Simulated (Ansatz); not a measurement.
HfB₂ in space group P6/mmm (No. 191; Hf on 1a, B on 2d) at seven volumes, plane-wave PAW PBEsol (Ansatz code), shape and atoms relaxed at each. One row is withheld.

| V (Å³/atom) | P (GPa) |
|---|---|
| 8.855 | 29.52 |
| 9.147 | ? |
| 9.439 | 8.42 |
| 9.731 | 0.00 |
| 10.023 | -7.27 |
| 10.315 | -13.55 |
| 10.607 | -18.97 |

Question: Fit the shown pressures and predict the withheld one.

Answer: P = (3/2)B₀(x^(7/2) − x^(5/2))[1 + (3/4)(B′ − 4)(x − 1)] with x = (V₀/V)^(2/3). Least squares on the six rows gives V₀ = 9.731 Å³/atom, B₀ = 260 GPa, B′ = 3.90. At V = 9.147, x = 1.0421 and P = 18.16 GPa. The run itself gave 18.18 GPa.

Symmetry was held in the PBEsol relaxation; of distortions, only those at the zone centre were tested. No spin polarisation was allowed. Spin–orbit coupling is left out wherever it is not named.

Potentials: the later of the program's two PAW sets.
